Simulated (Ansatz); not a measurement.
## FePb2O4: from a guess to a relaxed structure

Level of theory: DFT PBE, scalar-relativistic, plane waves, PAW (Ansatz). Cutoff 420 eV, Gaussian smearing, Γ-centred meshes. Cell and atoms relax first on a coarse mesh, the cell is then made exact in the group found at 0.06 to 0.08 Å, and last on a converged mesh; the steps can't lower the symmetry of their start. Collinear spin, starting moments Fe 4.0 (×2) μB.

This trial cell of FePb2O4 was written down by chemical analogy (Fd-3m, No. 227). Its size is a guess.

Space group Fd-3m:1 (No. 227). a = 9.410 Å, b = 9.410 Å, c = 9.410 Å, α = 90.00°, β = 90.00°, γ = 90.00°
```csv
atom,site,symmetry,x,y,z
Fe,8a,-43m,0.5000,0.0000,0.5000
Pb,16d,.-3m,0.3750,0.8750,0.1250
O,32e,.3m,0.8670,0.1330,0.1330
```

Energies over the elements count from the elements' standard structures at the same level (O₂ as a molecule), with no fitted energy shifts.

Question: What does it relax into?

Answer: The symmetry stays Fd-3m (No. 227). The volume per atom grows by 6.0 %, from 14.9 to 15.8 Å³. The shortest distance goes from 2.17 Å (Fe–O) to 1.84 Å (Fe–O). Conventional cell: a = 9.596 Å. Fe is surrounded by 4 O at 1.84 Å; around Pb lie 6 O at 2.54 Å; around O lie 1 Fe at 1.84 Å and 3 Pb at 2.54 Å.

```xyz
14
Lattice="0.0000 4.7978 4.7978 4.7978 0.0000 4.7978 4.7978 4.7978 0.0000" Properties=species:S:1:pos:R:3 pbc="T T T"
Fe    4.7978    4.7978    4.7978
Fe    7.1967    7.1967    7.1967
Pb    3.5984    3.5984    1.1995
Pb    1.1995    1.1995    1.1995
Pb    3.5984    1.1995    3.5984
Pb    1.1995    3.5984    3.5984
O     3.7340    5.8617    5.8617
O     5.8617    5.8617    3.7340
O     5.8617    3.7340    5.8617
O     3.7340    3.7340    3.7340
O     6.1329    6.1329    8.2606
O     6.1329    8.2606    6.1329
O     8.2606    6.1329    6.1329
O     8.2606    8.2606    8.2606
```

Question: Give its energy and gap.

Answer: The energy over the elements is −0.96 eV/atom, the gap on the 6×6×6 mesh of the 14-atom cell is 0 eV (a metal) and the net moment per atom is 0.57 μB. The moment by site is Fe 3.0 (×2) μB.

The last run used collinear spin and Gaussian smearing of 0.10 eV. Spin–orbit coupling, which can matter for Pb, is left out. In such compounds of Fe a zero gap at this level may well be an artefact, since no Hubbard U is applied. The magnetic state reached may not be the lowest. Symmetry constrained the relaxation, so the result can be a saddle point. Another cell of the same search, in I4/mmm, lies 132 meV/atom lower, so this cell isn't the stable form at this level. Site moments count only spheres around the atoms; the net moment includes the space between them.
